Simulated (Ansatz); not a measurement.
MoPd:
```xyz
2
Lattice="3.1197 0.0000 0.0000 0.0000 3.1197 0.0000 0.0000 0.0000 3.1197" Properties=species:S:1:pos:R:3 pbc="T T T"
Pd     0.0000     0.0000     0.0000
Mo     1.5599     1.5599     1.5599
```

Relaxed with PBEsol. Special points in fractions of this cell's reciprocal vectors: Γ (0.000, 0.000, 0.000); X (0.000, 0.500, 0.000); M (0.500, 0.500, 0.000); R (0.500, 0.500, 0.500).

Q: List the band energies nearest the Fermi level at these points for PBEsol with spin–orbit coupling (plane waves, PAW; program Ansatz).

A: In eV from the Fermi level; about four levels below and three above (degenerate sets whole), none deeper than 8.9 eV; points with the same levels are listed once.

| k | below | above |
|---|---|---|
| Γ | -0.13 -0.13 -0.13 -0.13 | 2.24 2.24 2.24 2.24 |
| X | -0.55 -0.55 -0.23 -0.23 | 1.18 1.18 3.52 3.52 |
| M | -1.82 -1.82 -1.12 -1.12 | 0.38 0.38 0.95 0.95 0.96 0.96 |
| R | -1.75 -1.75 -1.75 -1.75 | 2.62 2.62 2.62 2.62 |

Space group Pm-3m (CsCl type). The start of the workflow was typed in or built on a structure type; neither database checked (COD, Materials Project) lists it. Whether it is the stable phase at ambient conditions was not checked. Symmetry was held in the PBEsol relaxation. At this level the phase is mechanically unstable. The run is not spin-polarised. Its formation energy is positive at this level, so the cell may be metastable or incomplete.

Potentials: the later of the program's two PAW sets.
